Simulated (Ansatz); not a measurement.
## CdF2 and the effect of spin-orbit coupling

The structure is cubic, space group Fm-3m (No. 225). Conventional cell: a = 5.388 Å, b = 5.388 Å, c = 5.388 Å, α = 90.00°, β = 90.00°, γ = 90.00°. Cd (site symmetry m-3m) is surrounded by 8 F at 2.33 Å. F (site symmetry -43m) has 4 Cd at 2.33 Å as nearest neighbours.

Kept alike: task band structure; functional PBEsol; k mesh 9 × 9 × 9; occupations fermi-dirac, width 0.05 eV. Program: Ansatz, Ansatz PAW, cutoff 420 eV. The mesh is that of the run's cell of 3 atoms.

```csv
spin-orbit coupling,band gap (eV)
off,2.936
on,2.932
```

Gaps are the smaller of the mesh's and the band path's. All rows use potentials made for PBE.

Q: What does spin-orbit coupling change here?

A: The band gap runs from 2.932 (on) to 2.936 eV (off). Spin-orbit coupling splits p and d bands at the edges, and the more so the heavier the atoms.
